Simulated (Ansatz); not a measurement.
# SrTiO₃ (Pm-3m), clamped-ion strain scan

All numbers below come from Ansatz 0.2.0, DFT PBEsol, scalar-relativistic, plane waves, PAW. The runs took a 420 eV cutoff, a Γ-centred 8×8×8 mesh and Gaussian smearing (0.05 eV). No spin polarisation. Energies are free energies at this smearing, counted from the undisturbed cell; pressure is positive in compression.

Reference structure (relaxed at this level; it needn't be the usual structure):

```xyz
5
Lattice="3.8911 0.0000 0.0000 0.0000 3.8911 0.0000 0.0000 0.0000 3.8911" Properties=species:S:1:pos:R:3 pbc="T T T"
Sr    0.0000    0.0000    0.0000
Ti    1.9456    1.9456    1.9456
O     0.0000    1.9456    1.9456
O     1.9456    0.0000    1.9456
O     1.9456    1.9456    0.0000
```

The cell is strained by ε times the Voigt pattern (0, 0, 0, 1, 0, 0) (xx, yy, zz, yz, xz, xy; engineering shear) with fractional coordinates fixed.

```
      ε  ΔE (meV/atom)
-0.0400            6.7
-0.0200            1.7
 0.0000            0.0
 0.0050            0.1
 0.0100            0.4
 0.0150            1.0
 0.0250            2.6
 0.0300            3.8
 0.0350            5.2
```

Problem. Predict the stress summed along the pattern (GPa, tension positive) at each point.

Solution.
| ε | stress summed along the pattern (GPa, tension positive) |
| --- | --- |
| -0.0400 | -4.59 |
| -0.0200 | -2.29 |
| 0.0000 | 0.00 |
| 0.0050 | 0.57 |
| 0.0100 | 1.14 |
| 0.0150 | 1.72 |
| 0.0250 | 2.86 |
| 0.0300 | 3.44 |
| 0.0350 | 4.01 |

Symmetry holds off the tilts and polar distortions that many cubic perovskites undergo.

Cost: 9 runs of about 1.2 core-minutes in all, on Arm Neoverse V1 (shared hosts).